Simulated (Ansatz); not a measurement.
An element in the bcc structure gives these cold pressures by all-electron LAPW under LDA (Ansatz 0.2.0, scalar-relativistic, no spin polarisation).

```tsv
V (Å³/atom)	P (GPa)
20.32	-0.02
18.69	6.71
17.07	18.22
15.44	38.0
13.82	73.0
12.19	136.9
10.57	259.5
9.14	465.8
```

Task: Which element is it?

Result: Cd. Its zero-pressure volume in this structure is near 20.3 Å³/atom; the volume and the steepness of P(V) together point to it, though neighbours can come close. Other candidates weren't computed, and some may come near.
